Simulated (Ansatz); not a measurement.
# YSi2 (AlB2-type structure)

Method: PBEsol, scalar-relativistic; no spin polarisation; PAW, 420 eV, Γ-centred 10×10×8 mesh, 0.05 eV Gaussian smearing; code Ansatz. The datasets are Ansatz's generated set soft_2.

```
CELL_PARAMETERS angstrom
4.07513 0.00000 0.00000
-2.03756 3.52916 0.00000
0.00000 0.00000 3.88321
ATOMIC_POSITIONS crystal
Y 0.00000 0.00000 0.00000
Si 0.33333 0.66667 0.50000
Si 0.66667 0.33333 0.50000
```

The Crystallography Open Database holds a cell of this formula and space group, from which this one stands far in volume, proportions or bonds. The database's entry of this formula in the relaxed cell's space group, P6/mmm, has axes of 3.830 × 3.830 × 4.140 Å and 17.53 Å³/atom (1967), the relaxed one 4.075 × 4.075 × 3.883 Å and 18.62.

Cell and atoms are those of this level's equilibrium.

```json
{"Space group": "P6/mmm (No. 191)", "Volume": "18.62 Å³/atom", "Band gap": "zero (metallic)", "Density of states at the Fermi level": "0.76 states/(eV·atom)", "Pressure derivative B0′": "4.6"}
```

Question: Estimate the bulk modulus (Birch–Murnaghan) at this level of theory (PBEsol).

Answer: 93 GPa.

Question: What does PBEsol give for the formation energy from the elements (0 K, uncorrected)?

Answer: -0.62 eV/atom.

The calculation's cell holds 19 valence electrons, an odd number. Without magnetic order each band takes two, so one stays part-filled and the crystal must be a metal. (Only strong correlation, outside this picture, could make a Mott insulator of it.)

Spin polarisation wasn't tried.
